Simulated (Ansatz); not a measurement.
Y₄S₃N₂:
```
Y4S3N2
1.0
    6.46280     1.91557     0.00000
   -6.46280     1.91557     0.00000
   -6.12473     0.00000     7.72042
Y S N
4 3 2
Cartesian
 -0.61077   1.91557   5.00416
 -5.51396   1.91557   2.71625
 -1.70901   1.91557   1.12781
 -4.41572   1.91557   6.59260
  0.00000   0.00000   0.00000
 -9.01840   1.91557   6.04812
  2.89367   1.91557   1.67229
 -0.35886   1.91557   2.78855
 -5.76587   1.91557   4.93186
```

This is the r²SCAN-relaxed structure.

All from r²SCAN (plane waves, PAW; program Ansatz), unless another level is named. Predict the band gap.

1.74 eV (indirect).

Give the smallest direct gap on the standard path.

1.79 eV.

Predict the formation energy from the elements (no fitted shifts).

-218 kJ/mol of atoms.

Space group C2/m. The workflow started from a Materials Project entry (that database holds measured and hypothetical structures alike); the Crystallography Open Database copy checked does not list it. Whether it is the stable phase at ambient conditions was not checked. Symmetry was held in the r²SCAN relaxation; its stability against distortions is not shown here. No spin polarisation was allowed. The references are the lowest solids computed at this level, not always the standard phases (solids in place of the gases). Spin–orbit coupling is left out wherever it is not named.

Potentials: the later of the program's two PAW sets.
